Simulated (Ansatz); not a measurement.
Values for one crystal, relaxed and computed with DFT-LDA in the program Ansatz with PAW potentials; other levels are named.

```yaml
volume_per_atom: 13.82 Å³
band_gap: 2.92 eV (indirect)
conduction_band_minimum: on the M–Γ line, 46 % of the way from M (4 equivalent valleys)
Pressure derivative B′: 7.3
smallest_direct_gap_on_the_standard_path: 3.05 eV
valence_band_maximum: off the standard path, at k = (-0.005, 0.380, 0.229) in fractions of the reciprocal vectors
electron_effective_mass: 0.55, 0.89, 2.1 mₑ (principal values)
```

### Question
Which of these materials gives this?
A) CdTe, wurtzite
B) YOF, R-3m (Y on 6c, O on 6c, F on 6c)
C) TeO2, P4_32_12 (Te on 4a, O on 8b)
D) VBiO4, I4_1/a (V on 4b, Bi on 4a, O on 16f)

### Answer
C, TeO2, P4_32_12 (Te on 4a, O on 8b)

The workflow started from a Materials Project entry (that database holds measured and hypothetical structures alike); the Crystallography Open Database copy checked does not list it. COD files the formula under space group No. 19, 61, 92, 136. Its standing as an ambient phase is unchecked. The cell was relaxed with LDA under the symmetry of its start; its stability against distortions is not shown here. Scalar-relativistic: spin–orbit coupling is off unless named, which matters more the heavier the elements.

Potentials: the later of the program's two PAW sets.
